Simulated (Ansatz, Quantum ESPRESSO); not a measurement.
AgRh: 7 runs at one level of theory

```xyz
2
Lattice="2.7776 0.0000 0.0000 -1.3888 2.4055 0.0000 0.0000 0.0000 4.8086" Properties=species:S:1:pos:R:3 pbc="T T T"
Ag    0.0000    0.0000    2.4043
Rh    1.3888    0.8018    0.0000
```

The cell comes from a database or a generator and needn't be the stable form of this composition.

Alike in all runs: task band structure; functional PBEsol; k mesh 11 × 11 × 6; occupations fermi-dirac, width 0.05 eV; no spin polarisation; no spin-orbit coupling. Pressure is positive in compression and, in plane waves, holds the error of the finite cutoff, which Ansatz's Pulay term estimates and takes out.

```tsv
program and potentials	plane-wave cutoff (eV)	notes	pressure (GPa)
Ansatz, Ansatz PAW	420	potentials made for PBE, which Ansatz adapts in part; 18 valence electrons an atom on average	?
Ansatz, JTH PAW	2100	potentials made for PBE; 14 valence electrons an atom on average	-10.55
Quantum ESPRESSO, GBRV 1.5 PBEsol	762	17 valence electrons an atom on average	-10.63
Ansatz, PAW datasets made for the crystal	280	10 valence electrons an atom on average	-10.62
Ansatz, Ansatz PAW (files of its older set among them)	540	potentials made for PBE, which Ansatz adapts in part; 18 valence electrons an atom on average	-10.61
Ansatz, all-electron LAPW, scalar-relativistic	-	-	-10.62
Ansatz, PseudoDojo stringent (PBEsol files)	1197	18 valence electrons an atom on average; Pulay term of +0.06 GPa included	-10.49
```

Q: Estimate from the other rows what the run with Ansatz, Ansatz PAW gave.

A: Pressure -10.60 GPa. Its pressure holds a Pulay term of +0.06 GPa. The other rows, which needn't bracket it: pressure -10.63 to -10.49.
